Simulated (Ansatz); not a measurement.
HfN (rock salt)

```
CELL_PARAMETERS angstrom
      0.00000     2.27394     2.27394
      2.27394     0.00000     2.27394
      2.27394     2.27394     0.00000
ATOMIC_POSITIONS crystal
  N  0.00000 0.00000 0.00000
  Hf 0.50000 0.50000 0.50000
```

The atoms are displaced by Q × the pattern below (from a DFPT mode at Γ, largest move 1; Q in Å), at fixed cell. It is one choice among 3 degenerate patterns.

```tsv
atom	x	y	z
N1	0.000	0.000	-1.000
Hf2	0.000	0.000	0.078
```

These are PBE (plane waves to 420 eV, PAW, scalar-relativistic; Ansatz, a quantum-chemistry and plane-wave program) values and carry that method's errors. k mesh 18×18×18 (Γ-centred), Fermi-Dirac smearing 0.05 eV. Energies are smeared free energies. With partly filled bands, energies and forces of such displacements shift with the k mesh and the smearing. HfN is run without spin polarisation. HfN was relaxed with its symmetry unable to fall. Spin-orbit coupling is left out, though Hf is heavy. The zero of ΔE is the undisplaced structure.

Q: Give the computed ΔE (meV/cell) at Q (Å) = -0.100, -0.083, -0.033, -0.017, 0.017, 0.050, 0.067, 0.100.

A: 
| Q (Å) | ΔE (meV/cell) |
|---|---|
| -0.100 | 64 |
| -0.083 | 44 |
| -0.033 | 7 |
| -0.017 | 2 |
| 0.017 | 2 |
| 0.050 | 16 |
| 0.067 | 28 |
| 0.100 | 64 |

(For displaced atoms, the force is minus the slope of the energy, and its curvature is a force constant, which sets phonon frequencies.)
